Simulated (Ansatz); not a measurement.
MgInCu$_{4}$:
```
MgInCu4
1.0
    0.00000     3.49193     3.49193
    3.49193     0.00000     3.49193
    3.49193     3.49193     0.00000
Cu Mg In
4 1 1
Direct
  0.37475   0.37475   0.87576
  0.37475   0.87576   0.37475
  0.87576   0.37475   0.37475
  0.37475   0.37475   0.37475
  0.00000   0.00000   0.00000
  0.75000   0.75000   0.75000
```

Relaxed with r²SCAN.

Problem. Give the Bader charges and basin volumes of the independent atoms, the program Ansatz at the r²SCAN level (PAW).

Solution. 

```
atom  Bader charge (e)  Bader volume (Å³)
----  ----------------  -----------------
Cu1              -0.41               14.7
Mg5              +1.60                5.9
In6              +0.05               20.3
```

Space group F-43m. The workflow started from an entry of the Crystallography Open Database (COD). Whether it is the stable phase at ambient conditions was not checked. Symmetry was held in the r²SCAN relaxation; its stability against distortions is not shown here. No spin polarisation was allowed.

Potentials: the later of the program's two PAW sets.
